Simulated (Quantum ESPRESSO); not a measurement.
KMgF3, space group Pm-3m (No. 221):

```
CELL_PARAMETERS angstrom
      3.97847     0.00000     0.00000
      0.00000     3.97847     0.00000
      0.00000     0.00000     3.97847
ATOMIC_POSITIONS crystal
  K  0.50000 0.50000 0.50000
  Mg 0.00000 0.00000 0.00000
  F  0.00000 0.50000 0.00000
  F  0.50000 0.00000 0.00000
  F  0.00000 0.00000 0.50000
```
The cell comes from the Materials Project (a computed structure). It is KMgF3 in Pm-3m; whether this form has been observed was not checked. Stability against distortions was not tested.

```
site  Wyckoff letter  site symmetry
----  --------------  -------------
K                  b           m-3m
Mg                 a           m-3m
F                  d          4/mmm
```

Cores are frozen. Against all-electron runs on small test molecules, this scheme's |Vzz| missed by −6 to +4 % (−29 % in KF) on F.

Where does symmetry force the field gradient to vanish or to be axial, and what does PBE PAW (JTH datasets; density from pw.x of a modified build of Quantum ESPRESSO, gradients reconstructed from it by a script) give?


```tsv
site	by symmetry	Vzz (a.u.)	η_Q
K	vanishes (cubic site)	0	–
Mg	vanishes (cubic site)	0	–
F	axial, η = 0 (an axis of order 3 or more)	0.462	0.00
```
